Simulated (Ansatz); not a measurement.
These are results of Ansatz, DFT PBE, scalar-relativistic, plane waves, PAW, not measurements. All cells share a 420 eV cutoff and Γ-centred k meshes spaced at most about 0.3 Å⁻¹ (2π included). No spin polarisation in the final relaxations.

These are static total energies at zero pressure. All come from trial cells, and lower structures may exist.

Problem. Order these relaxed structures of Ce3HfO8 by energy, lowest first, with the energy over the lowest of them.
A.

```
Ce Hf O
1.0
     3.57443   -3.61140    0.00000
     3.57443    3.61140    0.00000
     0.00000    0.00000    7.06619
Ce Hf O
3 1 8
Cartesian
  0.0000 0.0000 3.5331
  3.5744 0.0000 1.7262
  3.5744 0.0000 5.3400
  0.0000 0.0000 0.0000
  3.5744 -2.2764 1.6530
  3.5744 -2.2764 5.4132
  5.0222 0.0000 0.0000
  4.9234 0.0000 3.5331
  2.1266 0.0000 0.0000
  2.2255 0.0000 3.5331
  3.5744 2.2764 1.6530
  3.5744 2.2764 5.4132
```

B.

```
Ce Hf O
1.0
     3.79185    0.00000    0.00000
     0.00000    3.79185    0.00000
     0.00000    0.00000   10.78680
Ce Hf O
3 1 8
Direct
  0.00000 0.00000 0.74403
  0.50000 0.50000 0.00000
  0.00000 0.00000 0.25597
  0.50000 0.50000 0.50000
  0.50000 0.00000 0.87185
  0.00000 0.50000 0.12815
  0.50000 0.00000 0.38494
  0.00000 0.50000 0.61506
  0.50000 0.00000 0.12815
  0.00000 0.50000 0.38494
  0.50000 0.00000 0.61506
  0.00000 0.50000 0.87185
```

Solution. B (0 meV/atom), A (61 meV/atom). Forms: B Ce and Hf ordered on fluorite sites, P4/mmm; A Ce and Hf ordered on rutile sites, Cmmm. Counting O atoms around Ce and Hf (those within 1.25 times the shortest such distance or 1.15 times the sum of covalent radii): B has Ce 8, Hf 8; A has Ce 6, Hf 6.

These runs have no spin–orbit coupling, which can matter for Hf. The 4f shell of Ce is treated without a Hubbard U, which places its levels poorly. Cells relaxed within their symmetry can be saddle points. Some candidate types were left out of the draw beforehand, so a known form may be missing.
